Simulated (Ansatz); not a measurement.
A: ZnO (wurtzite), a = 3.279 Å, b = 3.279 Å, c = 5.294 Å, α = 90.00°, β = 90.00°, γ = 120.00°
B: TaAs (NbAs type, space group I4_1md), a = b = 3.463 Å, c = 11.733 Å, α = β = γ = 90.00°
C: Co2Si (Co2Si type, space group Pnma), a = 4.883 Å, b = 3.711 Å, c = 7.042 Å, α = β = γ = 90.00°
D: GaCuSe$_{2}$ (chalcopyrite), a = 5.6719 Å, b = 5.6719 Å, c = 11.2625 Å, α = 90.00°, β = 90.00°, γ = 90.00°
E: Tl (hcp, Mg type), a = b = 3.6083 Å, c = 5.5742 Å, α = β = 90.00°, γ = 120.00°

Scan: energy against volume (even scaling of the relaxed cell, symmetry kept). All come from one method, each on a k mesh of its own. All were relaxed with their symmetry unable to fall. At this level the bands of GaCuSe2 touch or barely overlap; measurements give the solid a gap. At this level the bands of TaAs touch or barely overlap. GaCuSe2 is run without spin polarisation. Relaxed Co2Si ends ferromagnetic. Spin-orbit coupling is left out. TaAs is run without spin polarisation. The relaxed volume of Tl is well above the measured one; the method has no dispersion term. Other magnetic orders were not checked, so this need not be the ground state. (This holds for the magnetic or f-shell members.)

### Question
Rank these by bulk modulus at fixed cell shape (fitted) (highest first), as PBE (plane waves to 420 eV, PAW, scalar-relativistic; Ansatz, a program for electronic structure) gives it.

### Answer
C (219 GPa), B (177 GPa), A (129 GPa), D (60.1 GPa), E (26.2 GPa)

(A scan under strain: stresses follow from slopes of the energy per volume, elastic moduli from its curvatures.)
